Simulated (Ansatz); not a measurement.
# Zone-centre phonons of FeNi at 2 GPa: input and output

Computed with Ansatz, DFT LDA, scalar-relativistic, plane waves, PAW.

Launched with:
```bash
ansatz run input.yaml --threads 1 --pin off --max-ram 3072MiB --backend cpu --events-out ev --progress --plain --runs-dir out
```

Input (bare energies are in eV):
```yaml
crystal:
  lattice:
    - [2.4192795645, 0.0, 0.0]
    - [0.0, 2.4192795645, 0.0]
    - [0.0, 0.0, 3.49825131]
  atoms:
    - { symbol: Fe, position: [0.0, 0.0, 0.0], spin: 2.53 }
    - { symbol: Ni, position: [0.5, 0.5, 0.5], spin: 0.72 }
basis:
  ecutwfc: 420
kpoints:
  mp_grid: { grid: [18, 18, 12] }
hamiltonian:
  xc: lda
scf:
  occupations: { method: gaussian, width: 0.2 }
output:
  eigenvalues: true
  populations: true
magnetization:
  spin_polarized: true
phonons:
  method: dfpt
  eigenvectors: true
```

The end of the output:
```
--- Phonons (Γ-DFPT): 4 representative perturbations + reference, on 700 of 3888 k-points (Σ response iterations 12) ---
  k mesh reduced under 8 symmetry operations, with k and −k counted as one. Each operation leaves every solved displacement unchanged or reverses it
  ASR residual: 5.742e-6 → 0.000e0 eV/Å²; symmetrization residual: 4.322e-6 eV/Å²
  ASR residual per site (eV/Å²): 2.94e-6 5.74e-6
  Γ frequencies (cm⁻¹): 0.00 0.00 0.00 218.91 218.91 307.89
  non-analytic LO–TO correction: not included (Born effective charges unavailable; polar crystals: no LO–TO splitting at Γ)
--- Löwdin populations: 2 sites ---
  site symbol q [e]    m [muB]
     0     Fe     15.8280     2.3669
     1     Ni     17.7449     0.6390
  spilling = 0.012561 (of n_electrons = 34.000000)
```

It took 6 min on 1 thread of Arm Neoverse V1, on a shared host, peak memory 1.8 GiB.

In a metal, frequencies and elastic constants depend on the k mesh and the smearing, soft modes and shear constants most.